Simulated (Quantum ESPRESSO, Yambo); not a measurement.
Li3Zn2SbO6 (space group C2/m, No. 12): static response along x against the Γ-centred k mesh (Yambo on LDA (Quantum ESPRESSO, PseudoDojo norm-conserving, 84 Ry, without SOC) bands; 120 bands, 3 Ry block). The smallest direct LDA gap is 2.55 eV. Axes are Cartesian, with cell vectors (Å) (2.66, -4.59, 0.00), (2.66, 4.59, 0.00), (-1.83, 0.00, 4.94).

```tsv
k mesh	ε(0), independent particles	ε(0), RPA with local fields	rough Yambo cost
2×2×1	5.05	4.87	about 1/7
2×2×2	4.74	4.56	about 1/4
4×4×4	4.33	4.15	1
```

The last step changes the RPA value by 10.0 %: not yet converged. Electronic response only; costs are rough.

Geometry of the Materials Project entry, not relaxed at this level; primitive cell a = b = 5.301 Å, c = 5.271 Å, α = β = 100.02°, γ = 119.77°.

The structure is a Materials Project entry; no match was found in the copy of COD used, and its stability was not checked.
